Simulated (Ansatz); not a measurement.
W2N in space group P4/mmm (No. 123; W on 1a, W on 1d, N on 1c), plane-wave PAW PBE (Ansatz code), all energies at zero smearing, with the estimated change up to a 700 eV cutoff added, with one set of potentials and settings (totals compare only within such a set). Cell of 3 atoms (2 W, 1 N): -21155.837 eV.

```json
[
 {"element": "W", "reference phase": "Im-3m, 1 atoms in the cell", "E (eV/atom)": "-10385.9177"},
 {"element": "N", "reference phase": "Pa-3, 8 atoms in the cell", "E (eV/atom)": "-384.0342"}
]
```

Formation energy per atom, worked out: (-21155.837 − 2×(-10385.9177) − 1×(-384.0342))/3 = 0.011 eV/atom (1 kJ per mol of atoms), at 0 K, without zero-point energy or fitted corrections.

The cell is a constructed one: a structure type filled with these elements; neither database checked (COD, Materials Project) lists it. Whether it is the stable phase at ambient conditions was not checked. The PBE relaxation kept the symmetry of its start; its stability against distortions is not shown here. No spin polarisation was allowed. The references are the lowest solids computed at this level, not always the standard phases (solids in place of the gases). Spin–orbit coupling is left out wherever it is not named.

Potentials: the earlier of the program's two PAW sets.
